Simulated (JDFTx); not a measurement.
Reference run:

```yaml
surface: Ta(110)
bulk: Ta, Im-3m, lattice of mp-50 (not re-optimised)
slab: 4 atoms in 4 planes, 1x1, 7.0 Å between the outermost planes
in-plane cell: 3.310 × 2.866 Å, 7.75 Å²
cell_height: 23.0 Å
sampling: 10×10×1 k mesh, Fermi smearing 0.01 Ha, no spin polarisation
```

Reference level: PBE, GBRV ultrasoft potentials, plane waves to 20/100 Ha, in JDFTx (a modified build). Unrelaxed; liquid: CANDLE, water, 1 M NaF. U vs SHE = −μ/e − 4.44 V throughout (conventional absolute potential of the hydrogen electrode).

```
plane-wave cutoffs  work function (eV)  U_pzc (V)  mean C above U_pzc (μF/cm²)  k states × plane waves  cycles, vacuum run  rough core time, vacuum run
------------------  ------------------  ---------  ---------------------------  ----------------------  ------------------  ---------------------------
10/50 Ha                             …          …                24 over 0.5 V               31 × 1815                  18                         70 s
12/60 Ha                          4.72      -0.14                23 over 0.5 V               31 × 2386                  18                         90 s
15/75 Ha                          4.71      -0.14                24 over 0.5 V               31 × 3336                  18                        3 min
20/100 Ha                         4.71      -0.14                23 over 0.5 V               31 × 5136                  18                        4 min
25/125 Ha                         4.71      -0.14                            –               31 × 7177                  18                        5 min
30/150 Ha                         4.71      -0.14                23 over 0.5 V               31 × 9438                  18                        6 min
```

Problem. Complete the blanks.

Solution. 
- 10/50 Ha, work function (eV): 4.75
- 10/50 Ha, U_pzc (V): -0.12

The times are rough (shared hosts); only ratios past two mean anything.
